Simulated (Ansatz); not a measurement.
MoW (rock salt, Fm-3m) under volume change, PBEsol (plane waves, PAW; program Ansatz), scaled uniformly.

```csv
V (Å³/atom),E − E(relaxed) (meV/atom),P (GPa)
15.810,113.5,25.24
16.331,47.7,15.47
16.852,11.3,7.12
17.373,0.0,0.00
17.895,…,…
18.416,…,…
18.937,82.7,-15.73
```

Task: Fill in the missing entries.

Result: 
- 18.416, E − E(relaxed) (meV/atom): 38.6
- 18.416, P (GPa): -11.28
- 17.895, E − E(relaxed) (meV/atom): 10.2
- 17.895, P (GPa): -6.08

Task: What does a third-order Birch–Murnaghan fit give for V₀, B₀ and B′?

Result: V₀ = 17.37 Å³/atom, B₀ = 219 GPa, B′ = 4.2.

The start of the workflow was typed in or built on a structure type; neither database checked (COD, Materials Project) lists it. Whether it is the stable phase at ambient conditions was not checked. The cell was relaxed with PBEsol under the symmetry of its start. At this level the phase is mechanically unstable. The run is not spin-polarised. Its formation energy is positive at this level, so the cell may be metastable or incomplete. Spin–orbit coupling is left out wherever it is not named.

Potentials: the earlier of the program's two PAW sets. The files were generated under PBE; for other functionals the program regenerates the frozen cores, and for LDA and PBEsol the local potential too.
